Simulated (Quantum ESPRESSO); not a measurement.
pw.x input (Quantum ESPRESSO 7.5; PBEsol, PseudoDojo standard norm-conserving files, scalar-relativistic):

```
&CONTROL
  calculation = 'scf'
  pseudo_dir = './pseudo'
  outdir = './out'
  tprnfor = .true.
  tstress = .true.
/
&SYSTEM
  ibrav = 0
  nat = 6
  ntyp = 3
  ecutwfc = 84.0
  ecutrho = 336.0
  occupations = 'smearing'
  smearing = 'fd'
  degauss = 0.002
  nbnd = 34
/
&ELECTRONS
  conv_thr = 6e-10
/
ATOMIC_SPECIES
O 15.9990 O.upf
Mg 24.3050 Mg.upf
Zn 65.3800 Zn.upf
CELL_PARAMETERS angstrom
  3.032999978000   0.000000000000   0.000000000000
 -1.516499989000   2.626655031000   0.000000000000
  0.000000000000   0.000000000000   7.403320000000
ATOMIC_POSITIONS crystal
O   0.333333333000   0.666666667000   0.172620000000
O   0.666666667000   0.333333333000   0.827380000000
O   0.000000000000   0.000000000000   0.500000000000
Mg   0.333333333000   0.666666667000   0.665800000000
Mg   0.666666667000   0.333333333000   0.334200000000
Zn   0.000000000000   0.000000000000   0.000000000000
K_POINTS automatic
12 12 4 0 0 0
```

End of the output:

```

[...]
     the Fermi energy is    10.6250 ev
!    total energy              =    -754.48743464 Ry
     estimated scf accuracy    <          7.1E-11 Ry
     smearing contrib. (-TS)   =       0.00000000 Ry
     internal energy E=F+TS    =    -754.48743464 Ry
     The total energy is F=E-TS. E is the sum of the following terms:
     one-electron contribution =    -477.33904661 Ry
     hartree contribution      =     257.34804169 Ry
     xc contribution           =    -100.92843165 Ry
     ewald contribution        =    -433.56799806 Ry
     convergence has been achieved in  11 iterations
     Forces acting on atoms (cartesian axes, Ry/au):
     atom    1 type  1   force =     0.00000000    0.00000000   -0.00776447
     atom    2 type  1   force =     0.00000000    0.00000000    0.00776447
     atom    3 type  1   force =     0.00000000   -0.00000000    0.00000000
     atom    4 type  2   force =     0.00000000    0.00000000    0.00064943
     atom    5 type  2   force =    -0.00000000   -0.00000000   -0.00064943
     atom    6 type  3   force =     0.00000000   -0.00000000    0.00000000
     Total force =     0.011019     Total SCF correction =     0.000002
     Computing stress (Cartesian axis) and pressure
          total   stress  (Ry/bohr**3)                   (kbar)     P=      -60.89
  -0.00041206  -0.00000000  -0.00000000          -60.62       -0.00       -0.00
  -0.00000000  -0.00041206  -0.00000000           -0.00      -60.62       -0.00
  -0.00000000  -0.00000000  -0.00041774           -0.00       -0.00      -61.45
```
In a gapped system the printed Fermi energy is only some level inside the gap.

Geometry of the Materials Project entry, not relaxed at this level.
